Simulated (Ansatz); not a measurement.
# TiC at 0.4 GPa (stress–strain coefficients): relaxed-ion elastic tensor

Method: DFT HSE06, scalar-relativistic, plane waves, PAW in Ansatz 0.2.0. Plane waves to 420 eV; Γ-centred k mesh 12×12×12; Fermi-Dirac smearing of 0.15 eV. No spin polarisation.

The cell is fixed (symmetry leaves no force on the atoms) and stands under 0.4 GPa:
```yaml
crystal:
  lattice:
    - [0.00000, 2.15150, 2.15150]
    - [2.15150, 0.00000, 2.15150]
    - [2.15150, 2.15150, 0.00000]
  atoms:
    - { symbol: Ti, position: [0.00000, 0.00000, 0.00000] }
    - { symbol: C, position: [0.50000, 0.50000, 0.50000] }
```

The cell is the ideal cubic rocksalt prototype. In a metal, frequencies and elastic constants depend on the k mesh and the smearing, soft modes and shear constants most.

Q: Give the relaxed-ion elastic constants (GPa, Voigt order xx yy zz yz xz xy, on the axes of the cell above).

A:
```
558.9 136.5 136.5   0.0   0.0   0.0
136.5 558.9 136.5   0.0   0.0   0.0
136.5 136.5 558.9   0.0   0.0   0.0
  0.0   0.0   0.0 207.2   0.0   0.0
  0.0   0.0   0.0   0.0 207.2   0.0
  0.0   0.0   0.0   0.0   0.0 207.2
```

Q: Is the crystal stable against homogeneous strain?

A: Yes: the least eigenvalue of the tensor is 207.2 GPa.

Q: And the moduli of a polycrystal (Hill averages)?

A: B = 277 GPa, G = 209 GPa, E = 501 GPa, ν = 0.20.

Cost: 1 run of about 32 core-minutes, on Arm Neoverse V2 (shared hosts).